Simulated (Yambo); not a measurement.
```
MgS
1.0
    0.00000     2.82619     2.82619
    2.82619     0.00000     2.82619
    2.82619     2.82619     0.00000
Mg S
1 1
Direct
  0.00000   0.00000   0.00000
  0.25000   0.25000   0.25000
```

MgS (zinc blende, space group F-43m, No. 216): G0W0@PBEsol in Yambo (4×4×4 Γ-centred k mesh, bands 5 to 100 and a 10 Ry block in the screening, 100 bands in G with the Bruneval-Gonze terminator, plasmon pole fitted at 27.2 eV) on wavefunctions from Quantum ESPRESSO. With the symmetry operations that carry no fractional translation, the mesh has 8 irreducible k points, and the gap Γ → Γ is 5.192 eV.

What changes when point-group symmetry is switched off and time reversal alone is kept?

The mesh then has 36 irreducible points. The exact result doesn't change; the run gives 5.188 eV, and the difference is numerical residue, whose source wasn't traced. Rough time against the symmetric run: about 4× for the empty bands, about 3× for Yambo (2 states against 4).

Geometry relaxed with PBEsol.

This is not the ordinary phase of the substance; no match was found in the copy of COD used, and its stability was not checked.
